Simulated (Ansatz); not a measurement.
Level: PBEsol, no spin polarisation; 420 eV; 6×6×6 Γ-centred mesh; fermi-dirac occupations (width 0.1 eV); Ansatz 0.2.0, fixed geometry.

Computed maps in the lattice plane spanned by a (left to right, 7.46 Å, 23 points from zero) and b (bottom to top, 7.46 Å, 23 points from zero), 94° apart, at height 0.500 along c. The fields are smooth PAW ones with compensation charges, not the true ones near nuclei.

Valence density. Digits on a logarithmic scale: 0 up to 0.03 e/Å³, each further digit a factor of 1.6, 9 from 1.3 e/Å³ up:
```
01123445699999854333221
11245566679999654555432
22456777767776556676543
33568999865554567998754
44579999975434579999865
44679999965334679999965
55679999864334679999865
66678998653223579999766
99766766542123467777778
99976554321112345666799
99975443321001234455799
99975544321001233445799
99976665432111234556799
98777777643212456676679
66679999753223568998766
55689999764334689999765
45699999764335699999764
45689999754345799999754
34578997654555689998653
23456766556777677776542
12345554569999766655421
01223334589999965443211
00122334699999964332210
```

The cell is CsAgTe$_{3}$. Which atoms lie within 0.2 Å of this plane, and where (fractions of a and b)?

Te at (0.23, 0.27), Te at (0.77, 0.73), Ag at (0.50, 0.00), Ag at (0.00, 0.50), Te at (0.75, 0.25), Te at (0.25, 0.75). The whole cell:
```yaml
crystal:
  lattice:
    - [-3.86564, 3.86564, 5.07555]
    - [3.86564, -3.86564, 5.07555]
    - [3.86564, 3.86564, -5.07555]
  atoms:
    - { symbol: Te, position: [0.73000, 0.23000, 0.96000] }
    - { symbol: Te, position: [0.23000, 0.27000, 0.50000] }
    - { symbol: Te, position: [0.27000, 0.77000, 0.04000] }
    - { symbol: Te, position: [0.77000, 0.73000, 0.50000] }
    - { symbol: Ag, position: [0.50000, 0.00000, 0.50000] }
    - { symbol: Ag, position: [0.00000, 0.50000, 0.50000] }
    - { symbol: Cs, position: [0.25000, 0.25000, 0.00000] }
    - { symbol: Cs, position: [0.75000, 0.75000, 0.00000] }
    - { symbol: Te, position: [0.75000, 0.25000, 0.50000] }
    - { symbol: Te, position: [0.25000, 0.75000, 0.50000] }
```

Origin: a known structure type with other elements, at an estimated volume, so it need not be a known compound. Caveats: atoms or cell far from equilibrium.
